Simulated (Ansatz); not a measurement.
**Harmonic thermodynamics of In$_{2}$S**

The calculation used DFT PBE, scalar-relativistic, plane waves, PAW (Ansatz 0.2.0). Settings: 420 eV plane-wave cutoff, Γ-centred 12×12×10 mesh, Fermi-Dirac smearing of 0.15 eV. No spin polarisation. Phonons by linear response, acoustic sum rule imposed.

Equilibrium structure at this level:
```yaml
crystal:
  lattice:
    - [4.05208, 0.00000, 0.00000]
    - [-2.02604, 3.50921, 0.00000]
    - [0.00000, 0.00000, 5.65066]
  atoms:
    - { symbol: In, position: [0.33333, 0.66667, 0.29416] }
    - { symbol: In, position: [0.66667, 0.33333, 0.70584] }
    - { symbol: S, position: [0.00000, 0.00000, 0.00000] }
```

It was reached by relaxing an invented guess, and it needn't be the stable form of this composition. In a metal, frequencies and elastic constants depend on the k mesh and the smearing, soft modes and shear constants most. The q mesh is coarse, so values between its points are rough.

Force constants from linear response on a 2×2×1 q mesh, interpolated to a fine mesh.

Phonon density of states, in bins of 5 cm⁻¹:
(bin centre (cm⁻¹), share of modes (%)): (2.5, 0.0), (7.5, 0.1), (12.5, 0.2), (17.5, 0.4), (22.5, 0.6), (27.5, 1.1), (32.5, 1.8), (37.5, 2.9), (42.5, 5.7), (47.5, 5.1), (52.5, 3.5), (57.5, 5.1), (62.5, 6.3), (67.5, 8.6), (72.5, 4.5), (77.5, 4.5), (82.5, 4.6), (87.5, 3.9), (92.5, 5.5), (97.5, 2.6), (102.5, 2.3), (107.5, 2.3), (112.5, 3.5), (117.5, 2.6), (122.5, 1.4), (127.5, 1.6), (132.5, 2.0), (137.5, 2.4), (142.5, 4.2), (147.5, 3.0), (152.5, 1.6), (157.5, 2.7), (162.5, 1.8), (167.5, 1.5), (172.5, 0.2)

(1) Give the zero-point energy per atom.

(2) How large are the vibrational entropy and heat capacity at 300 K?

(3) Tabulate them against temperature.

Results:

(1) 16.3 meV.

(2) S = 5.94 k_B and C_V = 2.95 k_B per atom, 98 % of the Dulong–Petit value.

(3)
```
T (K)  F_vib (meV/atom)  S (k_B/atom)  C_V (k_B/atom)
  100               5.3          2.83            2.59
  200             -28.2          4.75            2.89
  300             -74.6          5.94            2.95
  400            -129.6          6.79            2.97
  500            -191.0          7.45            2.98
  600            -257.7          8.00            2.99
  700            -328.6          8.46            2.99
  800            -403.2          8.86            2.99
  900            -481.1          9.21            2.99
 1000            -561.8          9.52            3.00
```
